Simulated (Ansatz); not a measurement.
Structures of Sr$_{2}$NbH$_{4}$: which is lowest?

Plane-wave DFT in Ansatz with scalar-relativistic PAW potentials, cutoff 420 eV, Γ-centred meshes chosen by cell and gap, Gaussian smearing with energies taken to zero width. Every cell was relaxed (cell and atoms) in a run of its own, within the symmetry of its start. Functional: PBE.

Relaxed structures (starts from databases or built by putting these elements on another compound's sites):
A. I4/mmm, 7 atoms in the computed cell, a = 5.756 Å, c = 7.497 Å; sites (symmetry × multiplicity) Sr -4m2 × 4, Nb 4/mmm × 2, H m.2m × 8; start: built
B. I4/mmm, 7 atoms in the computed cell, a = 4.011 Å, c = 12.983 Å; sites (symmetry × multiplicity) Sr 4mm × 4, Nb 4/mmm × 2, H 4mm × 4 + mmm. × 4; start: built

**Question.** Rank them by energy. Could pressure change the order?

**Answer.**
| structure | group | E − E(lowest) (meV/atom) | V (Å³/atom) | gap on mesh (eV) |
| --- | --- | --- | --- | --- |
| B | I4/mmm | 0.0 | 14.92 | 0.00 |
| A | I4/mmm | 220 | 17.74 | 0.00 |

B is lowest, 220 meV/atom under A. The lowest is also the densest of these, so pressure wouldn't bring one of the others in at first order. Other structures may lie lower than all of these, and vibrations aren't counted.